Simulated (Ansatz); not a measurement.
Ga$_{2}$Os: enthalpy against pressure

Ga$_{2}$Os, Fddd, a = 4.718 Å, b = 8.257 Å, c = 8.705 Å. The structure is a COD entry; whether it is the stable form wasn't checked. Ansatz: r2SCAN, PAW, 500 eV, Γ-centred 8×8×8 mesh on 6 atoms, Gaussian smearing 0.02 eV; no spin polarisation. Cell and atoms are relaxed at each pressure, and no other structure is tried, so the rows at high pressure may lie past a change of phase. y is the enthalpy over the state at zero pressure; there V0 = 14.130 Å³/atom. The pressures are the targets, met within 0.02 GPa.

| P (GPa) | y (eV/atom) |
| --- | --- |
| -2.0 | ? |
| 0.0 | 0.0000 |
| 2.0 | 0.1755 |
| 5.0 | 0.4356 |
| 10.0 | 0.8615 |
| 20.0 | 1.6884 |

Problem. Fit y = c1 P + c2 P² + c3 P³ to the other rows, say what c1 and c2 mean, and predict the missing value.

Solution. Least squares on the rows shown. y = 0.088168 P − 0.00021627 P² + 1.4437×10⁻⁶ P³. Since dH/dP = V, c1 is V0: 0.088168 eV/GPa × 160.2 = 14.125 Å³ against 14.130; c2 = −V0/(2B0) gives B0 = 204 GPa, where a Birch–Murnaghan fit to the volumes of the same runs (not shown) gives 198 GPa. At P = -2.0 the fit asked for gives -0.1772 eV/atom. The run gave -0.1773 eV/atom, so the fit is 0.0001 eV/atom too high, a small miss on the scale of the series.

Spin–orbit coupling is left out, which can shift energies with elements as heavy as these.